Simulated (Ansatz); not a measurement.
The relaxed structure here is a generated cell of TePb: the first start was made by placing the elements on the sites of a structure type, and the end was not matched to a known phase here, so it may be hypothetical. Known forms of TePb include space group No. 225.

One stationary structure of TePb. Computed with r2SCAN (plane waves to 500 eV, PAW, scalar-relativistic; Ansatz, a first-principles code).

```xyz
8
Lattice="5.5061 0.0000 0.0000 -2.7530 4.7684 0.0000 0.0000 0.0000 13.0126" Properties=species:S:1:pos:R:3 pbc="T T T"
Pb     0.0000     0.0000     6.8683
Pb     0.0000     0.0000     0.3620
Pb     2.7530     1.5895     3.5433
Pb     0.0000     3.1789    10.0496
Te     0.0000     0.0000     3.7479
Te     0.0000     0.0000    10.2542
Te     2.7530     1.5895     0.4878
Te     0.0000     3.1789     6.9941
```

### Question
Find the space group and the Wyckoff positions (tolerance 0.01 Å).

### Answer
Space group P6₃mc (No. 186); a = b = 5.5061 Å, c = 13.0126 Å, α = β = 90.00°, γ = 120.00°

```json
[
 {"atom": "Pb", "site": "2a", "symmetry": "3m.", "x": "0.0000", "y": "0.0000", "z": "0.0278"},
 {"atom": "Pb", "site": "2b", "symmetry": "3m.", "x": "0.6667", "y": "0.3333", "z": "0.2723"},
 {"atom": "Te", "site": "2a", "symmetry": "3m.", "x": "0.0000", "y": "0.0000", "z": "0.2880"},
 {"atom": "Te", "site": "2b", "symmetry": "3m.", "x": "0.6667", "y": "0.3333", "z": "0.0375"}
]
```

### Question
Give the shortest distances between elements (the closest pairs, up to four, under 3.6 Å).

### Answer
Pb–Te 3.06 Å.

```json
{
  "volume_per_atom": "42.71 Å³",
  "band_gap": "1.41 eV, indirect (valence top at K, conduction bottom at k = (0.1429, 0.1429, 0.3333)) (no spin-orbit coupling)",
  "smallest_direct_gap": "1.57 eV at k = (0.2857, 0.2857, 0)"
}
```

No spin polarisation in the result. Spin-orbit coupling is missing; with elements this heavy it can move band edges by tenths of an eV or more.

The run could not lose the symmetry of its start, so the end can be a saddle point.
